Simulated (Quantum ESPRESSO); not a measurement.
## GeSiAlFO5 (finding a planted mistake in a log)

Simulated, not a measurement. The program is pw.x of Quantum ESPRESSO 7.5 (plane-wave density functional theory). The cell is made up: 9 atoms on a corundum lattice with one site empty, with randomly drawn elements, strain and displacements, not relaxed. PseudoDojo standard norm-conserving files (v0.5 for PBE, v0.4.1 for LDA and PBEsol) set the functional; there is no spin polarisation, spin-orbit coupling or dispersion term, and the masses in the input are unused placeholders.

Intended input:

```
&control calculation='scf', pseudo_dir='./dojo.nc.sr.pbe.v0_5.standard.upf', outdir='./o', disk_io='medium', tprnfor=.true., tstress=.true. /
&system ibrav=0, nat=9, ntyp=5, nbnd=35, ecutwfc=84.00895049, nosym=.true., tot_charge=0,
 occupations='smearing', smearing='fd', degauss=0.0018374661
/
&electrons conv_thr=7.350e-09, electron_maxstep=60, /
ATOMIC_SPECIES
Al 1.0 Al.upf
F 1.0 F.upf
Ge 1.0 Ge.upf
O 1.0 O.upf
Si 1.0 Si.upf
CELL_PARAMETERS angstrom
2.3222 1.3457 4.2756
-2.3885 1.3999 4.2949
0.0138 -2.6775 4.2636
ATOMIC_POSITIONS angstrom
Ge 0.0131 -0.0171 1.9066
Si 0.012 -0.0113 8.3106
Al -0.0116 0.0864 10.977
F -1.0241 1.303 7.4658
O -0.7121 -1.3892 7.4535
O 1.5835 0.0887 7.4822
O 0.9561 -1.2765 5.3149
O 0.6889 1.4819 5.3725
O -1.677 -0.0758 5.3826
K_POINTS automatic
6 6 6 1 1 1
```

The log is shortened where brackets say so; the opening notice, blank lines, dates and the lines on written files are dropped, and the path of the files is cut. It prints rydbergs, bohrs and kilobars, and counts compression as positive stress. Where no state is partly filled, the Fermi energy that it prints is only some level between the filled and the empty states on the mesh, and need not lie in the true gap.

Log of the intended run:

```
     Program PWSCF v.7.5
     Parallel version (MPI & OpenMP), running on       1 processor cores
     Number of MPI processes:                 1
     Threads/MPI process:                     1
     [start-up lines left out]
     bravais-lattice index     =            0
     lattice parameter (alat)  =       9.5397  a.u.
     unit-cell volume          =     550.7267 (a.u.)^3
     number of atoms/cell      =            9
     number of atomic types    =            5
     number of electrons       =        58.00
     number of Kohn-Sham states=           35
     kinetic-energy cutoff     =      84.0090  Ry
     charge density cutoff     =     336.0358  Ry
     scf convergence threshold =      7.3E-09
     mixing beta               =       0.7000
     number of iterations used =            8  plain     mixing
     Exchange-correlation= PBE
                           (   1   4   3   4   0   0   0)
     [axes and pseudopotential details left out]
   Cartesian axes
     site n.     atom                  positions (alat units)
         1        Ge     tau(   1) = (   0.0025950  -0.0033873   0.3776795  )
         2        Si     tau(   2) = (   0.0023771  -0.0022384   1.6462517  )
         3        Al     tau(   3) = (  -0.0022979   0.0171150   2.1744404  )
         4        F      tau(   4) = (  -0.2028646   0.2581120   1.4789047  )
         5        O      tau(   5) = (  -0.1410603  -0.2751874   1.4764682  )
         6        O      tau(   6) = (   0.3136764   0.0175706   1.4821534  )
         7        O      tau(   7) = (   0.1893944  -0.2528626   1.0528317  )
         8        O      tau(   8) = (   0.1364646   0.2935504   1.0642417  )
         9        O      tau(   9) = (  -0.3321979  -0.0150153   1.0662424  )
     number of k points=   108  Fermi-Dirac smearing, width (Ry)=  0.0018
     Number of k-points >= 100: set verbosity='high' to print them.
     Dense  grid:    57285 G-vectors     FFT dimensions: (  60,  60,  60)
     Estimated max dynamical RAM per process >      86.84 MB
     Initial potential from superposition of free atoms
     starting charge      57.9961, renormalised to      58.0000
     Starting wfcs are   41 randomized atomic wfcs
     total cpu time spent up to now is       24.5 secs
     per-process dynamical memory:    73.7 Mb
     Self-consistent Calculation
     iteration #  1     ecut=    84.01 Ry     beta= 0.70
     Davidson diagonalization with overlap
     ethr =  1.00E-02,  avg # of iterations =  2.9
     total cpu time spent up to now is       88.8 secs
     total energy              =    -405.92185510 Ry
     estimated scf accuracy    <       1.98911905 Ry
     iteration #  2     ecut=    84.01 Ry     beta= 0.70
     Davidson diagonalization with overlap
     ethr =  3.43E-03,  avg # of iterations =  2.1
     total cpu time spent up to now is      154.7 secs
     total energy              =    -406.47515739 Ry
     estimated scf accuracy    <       1.60521140 Ry
     [iterations 3 to 10 left out]
     iteration # 11     ecut=    84.01 Ry     beta= 0.70
     Davidson diagonalization with overlap
     ethr =  3.66E-11,  avg # of iterations =  3.8
     total cpu time spent up to now is      612.5 secs
     total energy              =    -406.78420302 Ry
     estimated scf accuracy    <       0.00000001 Ry
     iteration # 12     ecut=    84.01 Ry     beta= 0.70
     Davidson diagonalization with overlap
     ethr =  2.12E-11,  avg # of iterations =  2.0
     total cpu time spent up to now is      651.4 secs
     End of self-consistent calculation
     Number of k-points >= 100: set verbosity='high' to print the bands.
     the Fermi energy is    10.1476 ev
!    total energy              =    -406.78420302 Ry
     estimated scf accuracy    <          2.2E-09 Ry
     smearing contrib. (-TS)   =       0.00000000 Ry
     internal energy E=F+TS    =    -406.78420302 Ry
     The total energy is F=E-TS. E is the sum of the following terms:
     one-electron contribution =    -142.87208232 Ry
     hartree contribution      =     114.70849919 Ry
     xc contribution           =    -102.70082475 Ry
     ewald contribution        =    -275.91979514 Ry
     convergence has been achieved in  12 iterations
     Forces acting on atoms (cartesian axes, Ry/au):
     atom    1 type  3   force =    -0.12302997    0.05361244   -0.15038760
     atom    2 type  5   force =     0.05030145   -0.09665943    0.16764673
     atom    3 type  1   force =     0.01353257    0.00912907   -0.10829400
     atom    4 type  2   force =     0.12160561    0.00860651    0.06081464
     atom    5 type  4   force =     0.01968706    0.07606150    0.02981680
     atom    6 type  4   force =    -0.08436999   -0.01410542    0.02551963
     atom    7 type  4   force =     0.03574338   -0.08668435    0.01557155
     atom    8 type  4   force =    -0.01527721    0.05230129   -0.00327908
     atom    9 type  4   force =    -0.01819290   -0.00226160   -0.03740868
     Total force =     0.374086     Total SCF correction =     0.000061
     Computing stress (Cartesian axis) and pressure
          total   stress  (Ry/bohr**3)                   (kbar)     P=       51.59
   0.00055035   0.00008107   0.00072752           80.96       11.93      107.02
   0.00008107   0.00061082  -0.00029065           11.93       89.85      -42.76
   0.00072752  -0.00029065  -0.00010900          107.02      -42.76      -16.03
     init_run     :     23.73s CPU     24.34s WALL (       1 calls)
     electrons    :    608.85s CPU    626.89s WALL (       1 calls)
     forces       :      6.85s CPU      6.95s WALL (       1 calls)
     stress       :     32.20s CPU     32.83s WALL (       1 calls)
     [timing details left out]
     PWSCF        :  11m11.95s CPU  11m31.70s WALL
     JOB DONE.
```

A second run was made from an input with one planted mistake. Its log:

```
     Program PWSCF v.7.5
     Parallel version (MPI & OpenMP), running on       4 processor cores
     Number of MPI processes:                 4
     Threads/MPI process:                     1
     [start-up lines left out]
     bravais-lattice index     =            0
     lattice parameter (alat)  =       9.7115  a.u.
     unit-cell volume          =     581.0039 (a.u.)^3
     number of atoms/cell      =            9
     number of atomic types    =            5
     number of electrons       =        58.00
     number of Kohn-Sham states=           35
     kinetic-energy cutoff     =      84.0090  Ry
     charge density cutoff     =     336.0358  Ry
     scf convergence threshold =      7.3E-09
     mixing beta               =       0.7000
     number of iterations used =            8  plain     mixing
     Exchange-correlation= PBE
                           (   1   4   3   4   0   0   0)
     [axes and pseudopotential details left out]
   Cartesian axes
     site n.     atom                  positions (alat units)
         1        Ge     tau(   1) = (   0.0025880  -0.0033858   0.3776738  )
         2        Si     tau(   2) = (   0.0023740  -0.0022378   1.6462447  )
         3        Al     tau(   3) = (  -0.0022961   0.0171237   2.1744315  )
         4        F      tau(   4) = (  -0.2028569   0.2581196   1.4788999  )
         5        O      tau(   5) = (  -0.1410561  -0.2751849   1.4764675  )
         6        O      tau(   6) = (   0.3136742   0.0175712   1.4821495  )
         7        O      tau(   7) = (   0.1893915  -0.2528658   1.0528323  )
         8        O      tau(   8) = (   0.1364638   0.2935539   1.0642351  )
         9        O      tau(   9) = (  -0.3321989  -0.0150221   1.0662393  )
     number of k points=   108  Fermi-Dirac smearing, width (Ry)=  0.0018
     Number of k-points >= 100: set verbosity='high' to print them.
     Dense  grid:    60497 G-vectors     FFT dimensions: (  60,  60,  60)
     Estimated max dynamical RAM per process >     199.35 MB
     Estimated total dynamical RAM >     753.11 MB
     Initial potential from superposition of free atoms
     starting charge      57.9961, renormalised to      58.0000
     Starting wfcs are   41 randomized atomic wfcs
     total cpu time spent up to now is        5.3 secs
     per-process dynamical memory:   169.8 Mb
     Self-consistent Calculation
     iteration #  1     ecut=    84.01 Ry     beta= 0.70
     Davidson diagonalization with overlap
     ethr =  1.00E-02,  avg # of iterations =  2.7
     total cpu time spent up to now is       15.5 secs
     total energy              =    -405.89978642 Ry
     estimated scf accuracy    <       1.99584375 Ry
     iteration #  2     ecut=    84.01 Ry     beta= 0.70
     Davidson diagonalization with overlap
     ethr =  3.44E-03,  avg # of iterations =  2.0
     total cpu time spent up to now is       25.2 secs
     total energy              =    -406.42721294 Ry
     estimated scf accuracy    <       1.84743851 Ry
     [iterations 3 to 10 left out]
     iteration # 11     ecut=    84.01 Ry     beta= 0.70
     Davidson diagonalization with overlap
     ethr =  1.20E-10,  avg # of iterations =  2.8
     total cpu time spent up to now is      108.4 secs
     total energy              =    -406.78321949 Ry
     estimated scf accuracy    <       0.00000001 Ry
     iteration # 12     ecut=    84.01 Ry     beta= 0.70
     Davidson diagonalization with overlap
     ethr =  1.83E-11,  avg # of iterations =  2.0
     total cpu time spent up to now is      117.0 secs
     End of self-consistent calculation
     Number of k-points >= 100: set verbosity='high' to print the bands.
     the Fermi energy is     9.0246 ev
!    total energy              =    -406.78321949 Ry
     estimated scf accuracy    <          1.4E-09 Ry
     smearing contrib. (-TS)   =      -0.00000000 Ry
     internal energy E=F+TS    =    -406.78321949 Ry
     The total energy is F=E-TS. E is the sum of the following terms:
     one-electron contribution =    -150.20372550 Ry
     hartree contribution      =     116.83135393 Ry
     xc contribution           =    -102.36863300 Ry
     ewald contribution        =    -271.04221492 Ry
     convergence has been achieved in  12 iterations
     Forces acting on atoms (cartesian axes, Ry/au):
     atom    1 type  3   force =    -0.11603845    0.04581976   -0.14249875
     atom    2 type  5   force =     0.05047830   -0.09972527    0.15529718
     atom    3 type  1   force =     0.01736867    0.01728493   -0.10652744
     atom    4 type  2   force =     0.11057852    0.00791136    0.04812614
     atom    5 type  4   force =     0.01437176    0.07735024    0.02272883
     atom    6 type  4   force =    -0.08048011   -0.01750130    0.01705228
     atom    7 type  4   force =     0.04274361   -0.09082874    0.02248303
     atom    8 type  4   force =    -0.00717117    0.06150680    0.00470125
     atom    9 type  4   force =    -0.03185113   -0.00181777   -0.02136253
     Total force =     0.358788     Total SCF correction =     0.000068
     Computing stress (Cartesian axis) and pressure
          total   stress  (Ry/bohr**3)                   (kbar)     P=      -57.02
  -0.00024645   0.00008490   0.00065391          -36.25       12.49       96.19
   0.00008490  -0.00014530  -0.00029707           12.49      -21.37      -43.70
   0.00065391  -0.00029707  -0.00077106           96.19      -43.70     -113.43
     init_run     :      4.84s CPU      5.10s WALL (       1 calls)
     electrons    :    110.86s CPU    111.70s WALL (       1 calls)
     forces       :      1.35s CPU      1.37s WALL (       1 calls)
     stress       :      4.66s CPU      4.69s WALL (       1 calls)
     [timing details left out]
     PWSCF        :   2m 1.99s CPU   2m 3.19s WALL
     JOB DONE.
```

Question: what was wrong in the second input?

Answer: the cell and the positions are scaled by a wrong factor. The input lines that differ, file-writing options aside:

```
- 2.3222 1.3457 4.2756
+ 2.364 1.3699 4.3526
- -2.3885 1.3999 4.2949
+ -2.4315 1.4251 4.3722
- 0.0138 -2.6775 4.2636
+ 0.014 -2.7257 4.3403
- Ge 0.0131 -0.0171 1.9066
+ Ge 0.0133 -0.0174 1.9409
- Si 0.012 -0.0113 8.3106
+ Si 0.0122 -0.0115 8.4602
- Al -0.0116 0.0864 10.977
+ Al -0.0118 0.088 11.1746
- F -1.0241 1.303 7.4658
+ F -1.0425 1.3265 7.6002
- O -0.7121 -1.3892 7.4535
+ O -0.7249 -1.4142 7.5877
- O 1.5835 0.0887 7.4822
+ O 1.612 0.0903 7.6169
- O 0.9561 -1.2765 5.3149
+ O 0.9733 -1.2995 5.4106
- O 0.6889 1.4819 5.3725
+ O 0.7013 1.5086 5.4692
- O -1.677 -0.0758 5.3826
+ O -1.7072 -0.0772 5.4795
```

|  | intended run | run with the mistake |
| --- | --- | --- |
| free energy (eV) | -5534.581 | -5534.568 |
| smearing term -TS (eV) | 0.0000 | 0.0000 |
| pressure (GPa) | 5.16 | -5.70 |
| largest force component (eV/Å) | 4.310 | 3.993 |
| largest change of a force component (eV/Å) |  | 0.413 |
| iterations | 12 | 12 |

For scale, a rerun of the intended cell at a cutoff of 1437 eV and k mesh 8 x 8 x 8 moved values by no more than 0.003 eV in energy, 0.04 GPa in stress and 0.002 eV/Å in force.